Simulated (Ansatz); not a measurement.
## Si: Mg interstitial

All numbers below come from DFT PBE, scalar-relativistic, plane waves, PAW in Ansatz. Settings: 420 eV cutoff, 1×1×1 k-mesh, Gaussian smearing of 0.01 eV, collinear spin in charge +1 alone.

Host crystal, relaxed:

```
Si
1.0
     0.00000    2.73505    2.73505
     2.73505    0.00000    2.73505
     2.73505    2.73505    0.00000
Si
2
Direct
  0.75000 0.75000 0.75000
  0.50000 0.50000 0.50000
```

Supercell of 32 atoms, rows in host cell vectors: -1 -1 3; 3 -1 -1; -1 3 -1. Atoms relax at the host's cell from a start displaced at random by 0.06 Å near the defect, so other minima may exist. The cell is small, so energies carry finite-size errors of tenths of an eV. The zone centre alone is far too coarse a mesh for this cell, so the numbers show that error and aren't the defect's converged properties. The host's Kohn–Sham gap is 0.61 eV.

Defect: Mg interstitial, charge 0.

Command:

```bash
ansatz run input.yaml --threads 4 --pin off --max-ram 8192MiB --backend cpu --events-out ev --progress --plain --runs-dir out
```

The input:

```yaml
crystal:
  lattice:
    - [5.4700937543, 5.4700937543, -5.4700937543]
    - [-5.4700937543, 5.4700937543, 5.4700937543]
    - [5.4700937543, -5.4700937543, 5.4700937543]
  atoms:
    - { symbol: Si, position: [0.5, 0.75, 1.0] }
    - { symbol: Si, position: [0.25, 0.75, 0.25] }
    - { symbol: Si, position: [0.0, 0.75, 0.5] }
    - { symbol: Si, position: [0.5, 1.0, 0.75] }
    - { symbol: Si, position: [0.7624714305, 0.7493124473, 0.768341238] }
    - { symbol: Si, position: [0.2493687461, 0.9949148428, 0.9956023342] }
    - { symbol: Si, position: [-0.0011431617, -0.0024075623, 0.2539236548] }
    - { symbol: Si, position: [0.5, 0.25, 0.5] }
    - { symbol: Si, position: [0.75, 0.0, 0.5] }
    - { symbol: Si, position: [0.25, 0.25, 0.75] }
    - { symbol: Si, position: [-0.0051969464, 0.2457135369, -0.0177444325] }
    - { symbol: Si, position: [0.5, 0.5, 0.25] }
    - { symbol: Si, position: [0.75, 0.25, 0.25] }
    - { symbol: Si, position: [0.25, 0.5, 0.5] }
    - { symbol: Si, position: [0.0, 0.5, 0.75] }
    - { symbol: Si, position: [0.75, 0.5, 0.0] }
    - { symbol: Si, position: [0.25, 0.5, 0.75] }
    - { symbol: Si, position: [0.0, 0.5, 0.0] }
    - { symbol: Si, position: [0.75, 0.5, 0.25] }
    - { symbol: Si, position: [0.25, 0.75, 0.5] }
    - { symbol: Si, position: [0.5, 0.5, 0.5] }
    - { symbol: Si, position: [0.0009886462, 0.7593874191, 0.7471061306] }
    - { symbol: Si, position: [0.7280261763, 0.734281993, -0.0133573124] }
    - { symbol: Si, position: [0.2548830919, 0.0005410126, 0.2443180923] }
    - { symbol: Si, position: [0.5, 0.75, 0.25] }
    - { symbol: Si, position: [0.0, 0.0, 0.5] }
    - { symbol: Si, position: [0.7315303328, -0.0213621018, 0.7344456958] }
    - { symbol: Si, position: [0.2493461939, 0.2506975433, 0.0133725998] }
    - { symbol: Si, position: [0.5, 0.0, 0.0] }
    - { symbol: Si, position: [0.0042756523, 0.2564062546, 0.2536535691] }
    - { symbol: Si, position: [0.75, 0.25, 0.5] }
    - { symbol: Si, position: [0.5, 0.25, 0.75] }
    - { symbol: Mg, position: [-0.0031130006, 0.0009639694, -0.0017189561] }
  host:
    lattice:
      - [0.0, 2.7350468771, 2.7350468771]
      - [2.7350468771, 0.0, 2.7350468771]
      - [2.7350468771, 2.7350468771, 0.0]
    atoms:
      - { symbol: Si, position: [0.75, 0.75, 0.75] }
      - { symbol: Si, position: [0.5, 0.5, 0.5] }
basis:
  ecutwfc: 420
  xc_grid: 2
kpoints:
  mp_grid: { grid: [1, 1, 1], shift: [0.0, 0.0, 0.0] }
hamiltonian:
  xc: pbe
scf:
  occupations: { method: gaussian, width: 0.01 }
output:
  forces: true
  stress: false
  eigenvalues: true
  charged_corrections:
    defect_position: [0.0, 0.0, 0.0]
    epsilon: [[12.9823, 0.0, 0.0], [0.0, 12.9823, 0.0], [0.0, 0.0, 12.9823]]
relax:
  adjacent_minimum: "off"
  f_tol: 0.025
  max_steps: 45
```

From the output:

```
Warning: RAYON_NUM_THREADS=4 ignored (pool sized by the plan → 4); use --threads N
Crystal: 33 atoms, lattice volume = 654.703 Å³
Basis set: ecut = 420 eV, 12839 PW (Γ), exchange–correlation on 128×128×128 points (8 copies of the dense FFT grid, shifted against one another)
Bands: 102, of which v1, the nominal top of the filled ones, is band 69 counted from 1 (68 counted from 0)
Symmetry: 1 space group operations
Space group: P1 (ITA 1), of the structure as read, at distance tolerance 8.7e-5 Å
k-points: 1
relax step   1: F+E_penalty+E_count = -22262.03327927 eV  Δ(F+E_penalty+E_count) = +0.000e0 eV  max|allowed force component| = 3.064e0 eV/Å  Δτ_max = 0.0000 Å
relax step   2: F+E_penalty+E_count = -22263.30557784 eV  Δ(F+E_penalty+E_count) = -1.272e0 eV  max|allowed force component| = 9.698e-1 eV/Å  Δτ_max = 0.1620 Å
relax step   3: F+E_penalty+E_count = -22263.41970845 eV  Δ(F+E_penalty+E_count) = -1.141e-1 eV  max|allowed force component| = 8.989e-2 eV/Å  Δτ_max = 0.0882 Å
relax step   4: F+E_penalty+E_count = -22263.42740181 eV  Δ(F+E_penalty+E_count) = -7.693e-3 eV  max|allowed force component| = 1.234e-2 eV/Å  Δτ_max = 0.0311 Å
SCF converged after 6 iterations
Free energy (F): -22263.427402 eV
E sigma→0 (E₀):  -22263.427402 eV
Fermi energy:    6.731310 eV
```

The relaxation gained 1.39 eV in 4 steps. The run took 4.1 s on 4 threads of Intel(R) Xeon(R) 6975P-C (Granite Rapids), on a shared host, peak memory 0.65 GiB.